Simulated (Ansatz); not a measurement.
# AuCu3-type HfSi3

The computed numbers are results of PBEsol, scalar-relativistic (no spin polarisation) in the plane-wave PAW code Ansatz at 420 eV, Γ-centred 8×8×8 mesh, 0.05 eV Gaussian smearing. The datasets are Ansatz's generated set soft_2.

```
Hf Si
1.0
     3.93001    0.00000    0.00000
     0.00000    3.93001    0.00000
     0.00000    0.00000    3.93001
Hf Si
1 3
Direct
  0.00000 0.00000 0.00000
  0.00000 0.50000 0.50000
  0.50000 0.50000 0.00000
  0.50000 0.00000 0.50000
```

This is a trial structure made by placing the elements on a prototype's sites, so it needn't be the stable form.

The cell is relaxed to zero pressure at this level.

The cell has space group Pm-3m (read at 0.01 Å). In it the stress is 0.09, 0.09, 0.09, 0.00, 0.00, 0.00 GPa and the largest force component 0.000 eV/Å. Each change below starts from this cell, without further relaxation. Stress is in GPa, positive in compression, in the order xx, yy, zz, yz, xz, xy; energies are counted from the cell above and are free energies with the smearing's entropy, which match forces and stress in a metal.

**Question.** One atom was moved along a Cartesian axis, and these forces appeared. Which atom, and about how far?
| atom | Fx (eV/Å) | Fy | Fz |
| --- | --- | --- | --- |
| Hf1 | 0.563 | 0.000 | 0.000 |
| Si2 | 0.122 | 0.000 | 0.000 |
| Si3 | -0.752 | 0.000 | 0.000 |
| Si4 | 0.067 | 0.000 | 0.000 |

**Answer.** Atom 3 (Si) is moved by 0.12 Å along x; the energy changes by 46.4 meV per cell.

**Question.** What stress follows from an engineering strain of 2 % in xx, atoms carried along?

**Answer.** -2.44, -2.05, -2.05, 0.00, 0.00, 0.00 GPa; the energy changes by 9.0 meV per cell.
The change of the stress over the strain gives a clamped-atom stiffness of about 126 GPa for this component, a secant value that lies under the elastic constant in tension and over it in compression, by several per cent for each per cent of strain.
In a harmonic crystal the energy would rise by V(½Cε² − σ₀ε), with σ₀ the stress of the unstrained cell, = 8.9 meV, which matches.

No spin–orbit coupling, a notable omission for heavy elements.
